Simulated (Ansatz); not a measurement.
Li:
```cif
data_Li8
_chemical_formula_sum 'Li8'
_space_group_name_H-M_alt 'Fd-3m :1'
_space_group_IT_number 227
_space_group_name_Hall 'F 4d 2 3 -1d'
_cell_length_a 5.92859
_cell_length_b 5.92859
_cell_length_c 5.92859
_cell_angle_alpha 90.000
_cell_angle_beta 90.000
_cell_angle_gamma 90.000
loop_
_atom_site_label
_atom_site_type_symbol
_atom_site_symmetry_multiplicity
_atom_site_Wyckoff_symbol
_atom_site_fract_x
_atom_site_fract_y
_atom_site_fract_z
_atom_site_occupancy
Li1 Li 8 b 0.50000 0.50000 0.50000 1
```
(The calculation used a cell of 2 atoms; values per cell refer to that cell.)

Relaxed with r²SCAN.

**Question.** Decompose the optical modes at the zone centre into irreducible representations, and say which are infrared and Raman allowed.

**Answer.** Point group m-3m: Γ_opt = T2g. Infrared: none. Raman: T2g.

**Question.** Assign frequencies (DFPT, plane-wave PAW r²SCAN (Ansatz code)).

**Answer.** T2g 299 cm⁻¹.

A made-up cell: these elements were put on the sites of a structure type; neither database checked (COD, Materials Project) lists it. It is not the phase usual at ambient conditions (space group No. 229). The cell was relaxed with r²SCAN under the symmetry of its start. At this level the phase is dynamically unstable (imaginary phonons). As this level gives no gap, phonon frequencies hold no LO–TO term and depend on the k-mesh and smearing (Fermi–Dirac, 0.1 eV here).

Potentials: the later of the program's two PAW sets.
